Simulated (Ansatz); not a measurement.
Rb2NaYF6:
```
CELL_PARAMETERS angstrom
      0.00000     4.41454     4.41454
      4.41454     0.00000     4.41454
      4.41454     4.41454     0.00000
ATOMIC_POSITIONS crystal
  Rb 0.75000 0.75000 0.75000
  Rb 0.25000 0.25000 0.25000
  Na 0.50000 0.50000 0.50000
  Y  0.00000 0.00000 0.00000
  F  0.75536 0.24464 0.24464
  F  0.24464 0.75536 0.75536
  F  0.24464 0.75536 0.24464
  F  0.75536 0.24464 0.75536
  F  0.24464 0.24464 0.75536
  F  0.75536 0.75536 0.24464
```

Relaxed with r²SCAN. Special points in fractions of this cell's reciprocal vectors: Γ (0.000, 0.000, 0.000); X (0.500, 0.000, 0.500); U (0.625, 0.250, 0.625); K (0.375, 0.375, 0.750); L (0.500, 0.500, 0.500); W (0.500, 0.250, 0.750).

Task: List the band energies nearest the valence-band maximum at these points for plane-wave PAW r²SCAN with spin–orbit coupling (Ansatz code).

Result: In eV from the valence-band maximum; about four levels below and three above (degenerate sets whole), none deeper than 8.9 eV; points with the same levels are listed once.

```json
[
 {"k": "Γ", "below": "0.00 0.00 0.00 0.00", "above": "7.59 7.59 9.18 9.18 9.18 9.18"},
 {"k": "X", "below": "-0.20 -0.20 -0.02 -0.02", "above": "9.30 9.30 9.37 9.37"},
 {"k": "U", "below": "-0.24 -0.24 -0.08 -0.08", "above": "9.30 9.30 9.35 9.35"},
 {"k": "L", "below": "-0.21 -0.21 -0.21 -0.21 -0.17 -0.17", "above": "9.27 9.27 9.29 9.29"},
 {"k": "W", "below": "-0.14 -0.14 -0.14 -0.14", "above": "9.32 9.32 9.34 9.34"}
]
```

Space group Fm-3m. The first step of the workflow began from a Materials Project structure, measured or hypothetical; the Crystallography Open Database files this formula in space group No. 225, but the cells were not matched. Its standing as an ambient phase is unchecked. The r²SCAN relaxation kept the symmetry of its start; its stability against distortions is not shown here. No spin polarisation was allowed.

Potentials: the later of the program's two PAW sets.
